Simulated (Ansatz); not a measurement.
Here is an unrelaxed guess for Ir₂Ru.

```cif
data_structure
_symmetry_space_group_name_H-M 'P6_3/mmc'
_symmetry_Int_Tables_number 194
_cell_length_a 2.5745
_cell_length_b 2.5745
_cell_length_c 14.5652
_cell_angle_alpha 90.000
_cell_angle_beta 90.000
_cell_angle_gamma 120.000
_cell_volume 83.61
loop_
_atom_site_label
_atom_site_type_symbol
_atom_site_symmetry_multiplicity
_atom_site_Wyckoff_symbol
_atom_site_fract_x
_atom_site_fract_y
_atom_site_fract_z
_atom_site_occupancy
Ru1 Ru 2 d 0.33333 0.66667 0.75000 1
Ir1 Ir 4 f 0.33333 0.66667 0.08333 1
```

Theory: DFT PBE, scalar-relativistic, plane waves, PAW in Ansatz. Settings: cutoff 420 eV, Γ-centred mesh 6×6×2 on the computed 6-atom cell, Gaussian smearing of 0.10 eV; no spin polarisation.

The zero of energy is the elements' standard structures at the same level; no fitted shifts are applied.

Task: Estimate its pressure, forces and energy as it stands.

Result: The pressure is 21.7 GPa (the mean over three directions, positive in compression), the largest force is 0.53 eV/Å, and the energy is +0.42 eV/atom against the elements. The shortest distance is 2.57 Å.

Task: How much does it gain on relaxing, and where does it end?

Result: Relaxing gains about 0.43 eV/atom (the start's value is from the coarse mesh, so the gain is rough) in 12 ionic steps and ends at −0.01 eV/atom on the finer mesh. The symmetry stays P6_3/mmc (No. 194). The end has the 2H molybdenite type. The volume per atom grows by 2.5 %, from 13.9 to 14.3 Å³. The shortest distance goes from 2.57 Å (Ir–Ir and Ru–Ru) to 2.68 Å (Ir–Ru). The ratio c/a of the conventional cell changes by a factor of 0.85. Conventional cell: a = 2.742 Å, c = 13.158 Å. Ru is surrounded by 6 Ir at 2.68 Å and 6 Ru at 2.74 Å; around Ir lie 3 Ru at 2.68 Å and 9 Ir at 2.74–2.76 Å.

The last run used an 18×18×4 mesh (in the run's order of axes) for its 6-atom cell and Gaussian smearing of 0.10 eV. The k mesh leaves some 4 meV/atom of noise in the energy of each metallic cell. These runs have no spin–orbit coupling, which can matter for Ir. The relaxation can't lower the symmetry of the start. A structure relaxed within its symmetry needn't be a true minimum.
